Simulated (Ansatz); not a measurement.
**Sn₃Se: energy along a strain**

Sn₃Se, Fm-3m, a = 7.316 Å. The structure is a Materials Project entry; whether it is the stable form wasn't checked. Ansatz: PBEsol, PAW, 420 eV, Γ-centred 12×12×12 mesh on 4 atoms, Gaussian smearing 0.15 eV; no spin polarisation. Cell vectors (Å): 0.000 3.658 3.658; 3.658 0.000 3.658; 3.658 3.658 0.000. The cell is strained by x per cent times the pattern (0 0 0 1 0 0) in the order xx yy zz yz xz xy (engineering shears), with fractional coordinates held. y is the free energy over the start, V0 = 24.478 Å³/atom. Symmetry makes y even in x.

```tsv
x (%)	y (meV/atom)
-2.00	?
-1.00	0.10
0.00	0.00
0.25	0.00
0.50	0.02
0.75	0.05
1.25	0.15
1.50	0.22
1.75	0.31
```

**Question.** Fit y = c2 x² + c4 x⁴ to the other rows, get the stiffness along the pattern, and predict the missing energy.

**Answer.** Least squares on the rows shown. y = 0.09152 x² + 0.003108 x⁴. The clamped-ion stiffness p·C·p = 2 × 0.9152 eV × 160.2 / 24.478 Å³ = 12.0 GPa, which is C44 in these axes. At x = -2.00 the fit asked for gives 0.42 meV/atom. The run gave 0.40 meV/atom, so the fit is 0.02 meV/atom too high, small in itself but 5 % of the span of the series.

Cost: 9 runs of about 3.8 core-minutes in all, on Intel Xeon 6975P-C (Granite Rapids) (shared hosts).